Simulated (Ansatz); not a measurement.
TaRu: zone-centre modes under pressure

TaRu, Pm-3m, a = 3.121 Å. The structure is a COD entry; whether it is the stable form wasn't checked. Ansatz: LDA, PAW, 420 eV, Γ-centred 14×14×14 mesh on 2 atoms, Fermi-Dirac smearing 0.15 eV; no spin polarisation. Cell and atoms are relaxed at each pressure with the symmetry kept; optical modes at Γ by linear response, in cm⁻¹, the highest.

| P (GPa) | V (Å³/atom) | ω1 |
| --- | --- | --- |
| 0 | 15.193 | 145.7 |
| 8 | 14.794 | ? |
| 25 | 14.093 | 181.3 |

Get the mode's Grüneisen parameter γ = −d ln ω/d ln V from the other rows and predict the missing frequency.

ln(V/V0) = 0.0000, -0.0266, -0.0752; a line through ln(ω/ω0) of the 2 known rows gives ω1: γ = 2.907, predicted 157.4, computed 158.5. The miss is 0.7 %, or 8 % of the shift under pressure, so a constant γ serves at that level. In a metal these frequencies hang on the mesh and smearing.

Spin–orbit coupling is left out, which can shift energies with elements as heavy as these.